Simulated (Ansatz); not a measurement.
Structure: an ordered 4-atom cell of NaLiCl2 on the rocksalt lattice (R-3m), at its r2SCAN minimum. Space group R-3m (No. 166), trigonal; a = 3.783 Å, c = 18.743 Å in the conventional setting, 19.36 Å³ an atom. Li has 6 Cl at 2.61 Å; Na has 6 Cl at 2.76 Å; Cl has 3 Li at 2.61 Å and 3 Na at 2.76 Å.

```
Li Na Cl
1.0
     1.89160    1.09211    6.24764
    -1.89160    1.09211    6.24764
     0.00000   -2.18423    6.24764
Li Na Cl
1 1 2
Direct
  0.00000 0.00000 0.00000
  0.50000 0.50000 0.50000
  0.25669 0.25669 0.25669
  0.74331 0.74331 0.74331
```

The questions ask for values computed with the PAW code Ansatz on this geometry. Note: simulated data, non-magnetic, for a generated structure that need not be the stable one.

Given (8×8×8 mesh): With PBE the gap is 5.60 eV and direct, at Γ.

Q: Estimate the gap with r2SCAN on 8×8×8.

A: With r2SCAN the gap is 6.43 eV and direct, at Γ. The gap differs by +0.83 eV from PBE's.

Q: Estimate the gap with HSE06 on 6×6×6.

A: HSE06 gives a direct gap of 6.98 eV at Γ. The gap differs by +1.38 eV from PBE's.

Q: What does PBE0 give for the gap (6×6×6 mesh)?

A: The PBE0 gap is direct at Γ: 7.70 eV. The gap differs by +2.10 eV from PBE's.

Q: What does G0W0@PBE with 231 empty bands, a screening cutoff of 120 eV and a 4×4×4 mesh give?

A: 8.16 eV (the shift on the mesh added to PBE's least gap). Over the mesh points the PBE gap of 5.60 eV becomes a quasiparticle gap of 8.16 eV (direct at Γ), a change of +2.56 eV. Renormalisation factors Z lie between 0.80 and 0.85. G0W0 here is at a finite number of bands, screening cutoff and k mesh, not at the basis limit.

Q: Roughly how does the cost of the HSE06 run (6×6×6) compare with r2SCAN's (8×8×8)?

A: About 28 times as much (8 core-minutes against 17 core-seconds, on a shared machine).

Q: How strongly does the crystal screen a field with clamped ions (r2SCAN)?

A: The clamped-ion dielectric constant comes out as 2.60 along x and y, 2.59 along z. Born charges, averaged over directions: Li +1.16, Na +1.08, Cl -1.12 e.

Q: How do the levels compare, in gap and in cost?

A: r2SCAN covers 60 % of the step from PBE to HSE06, while HSE06 needs about 28 times r2SCAN's cost (on a coarser mesh). Among these functionals the gap stays direct.
